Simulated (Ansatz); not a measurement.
Nb$_{2}$PC:
```
CELL_PARAMETERS angstrom
      3.30704     0.00000     0.00000
     -1.65352     2.86398     0.00000
      0.00000     0.00000    11.53562
ATOMIC_POSITIONS crystal
  Nb 0.33333 0.66667 0.40034
  Nb 0.66667 0.33333 0.59966
  Nb 0.66667 0.33333 0.90034
  Nb 0.33333 0.66667 0.09966
  P  0.66667 0.33333 0.25000
  P  0.33333 0.66667 0.75000
  C  0.00000 0.00000 0.50000
  C  0.00000 0.00000 0.00000
```

Relaxed with r²SCAN.

Problem. Give the Bader charges and basin volumes of the independent atoms, plane-wave PAW r²SCAN (Ansatz code).

Solution. 

```json
[
 {"atom": "Nb1", "Bader charge (e)": "+1.56", "Bader volume (Å³)": "12.1"},
 {"atom": "P5", "Bader charge (e)": "-1.26", "Bader volume (Å³)": "18.7"},
 {"atom": "C7", "Bader charge (e)": "-1.85", "Bader volume (Å³)": "11.8"}
]
```

Space group P6_3/mmc. The first step of the workflow began from a Materials Project structure, measured or hypothetical; the Crystallography Open Database copy checked does not list it. Its standing as an ambient phase is unchecked. The cell was relaxed with r²SCAN under the symmetry of its start; whether a distortion lowers the energy is not shown. No spin polarisation was allowed.

Potentials: the later of the program's two PAW sets.
